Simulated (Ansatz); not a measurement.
The relaxed structure here is a generated cell of TiO: the first start was made by placing the elements on the sites of a structure type, and the end was not matched to a known phase here, so it may be hypothetical.

A structure of TiO relaxed with PBEsol (plane waves to 420 eV, PAW, scalar-relativistic; Ansatz, an electronic-structure program); single points at other levels follow on the same geometry (Ansatz, PAW; HSE06 at 420 eV on a 8×8×2 k-mesh; no spin-orbit coupling). Space group P6₃mc (No. 186).

Space group P6₃mc (No. 186); a = b = 2.964 Å, c = 12.071 Å, α = β = 90.00°, γ = 120.00°

```
atom  site  symmetry       x       y       z
----  ----  --------  ------  ------  ------
Ti      2a       3m.  0.0000  0.0000  0.0154
Ti      2b       3m.  0.3333  0.6667  0.2657
O       2a       3m.  0.0000  0.0000  0.1714
O       2b       3m.  0.3333  0.6667  0.4219
```

```
level   gap (eV)      kind           conduction minimum
------  --------  --------  ---------------------------
PBEsol      0.06  indirect  23 % of the way from K to Γ
HSE06        ___         –                          ___
```

**Question.** Complete the blanks.

**Answer.** 
- HSE06, gap (eV): 0.67
- HSE06, conduction minimum: k = (0.25, 0.25, 0)

HSE06 gaps come from a coarse mesh plus a few chosen points, so they may be too large. No spin polarisation in the result. No Hubbard U is applied.

The run could not lose the symmetry of its start: the end is stationary, and may be a saddle point rather than a minimum.
